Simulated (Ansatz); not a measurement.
Relaxed-ion elastic tensor of C in space group Im-3m (No. 229; C on 16f) in GPa (Voigt order), plane-wave PAW r²SCAN (Ansatz code); density 2.78 g/cm³, 7.17 Å³ per atom.

```
515  226  226  0.0  0.0  0.0
226  515  226  0.0  0.0  0.0
226  226  515  0.0  0.0  0.0
0.0  0.0  0.0  303  0.0  0.0
0.0  0.0  0.0  0.0  303  0.0
0.0  0.0  0.0  0.0  0.0  303
```

Q: Is the crystal mechanically stable?

A: Yes: the smallest eigenvalue of C is 289 GPa.

Q: Work out the Voigt, Reuss and Hill averages.

A: K_V = 322, K_R = 322, K_H = 322; G_V = 239, G_R = 211, G_H = 225 GPa.

Q: Give Young's modulus, Poisson's ratio, Pugh's ratio and the universal anisotropy index.

A: E = 9KG/(3K + G) = 548 GPa; ν = 0.22; K/G = 1.43 (brittle by the Pugh limit of 1.75); A_U = 5G_V/G_R + K_V/K_R − 6 = 0.69.

Q: Estimate the sound speeds and the Debye temperature.

A: v_l = √((K + 4G/3)/ρ) = 15000 m/s, v_t = √(G/ρ) = 8990 m/s, mean 9950 m/s; Θ = (h/k)(3n/4πV)^(1/3) v_m = 1540 K.

Q: Give the Zener ratio and Young's modulus along [100], [110] and [111].

A: A = 2C44/(C11 − C12) = 2.09; 1/E = S11 − 2(S11 − S12 − S44/2)Γ with Γ = 0, 1/4, 1/3 gives 377, 572, 692 GPa.

Q: Solve the Christoffel equation for the three sound speeds along [100], [110], [111].

A: Eigenvalues of C_ijkl n_j n_l equal ρv². In km/s, slowest first: [100] 10.43, 10.43, 13.60; [110] 7.21, 10.43, 15.55; [111] 8.42, 8.42, 16.15.

The start of the workflow was typed in or built on a structure type; neither database checked (COD, Materials Project) lists it. It is not the phase usual at ambient conditions (space group No. 194, 227). The r²SCAN relaxation kept the symmetry of its start; its stability against distortions is not shown here.

Potentials: the later of the program's two PAW sets.
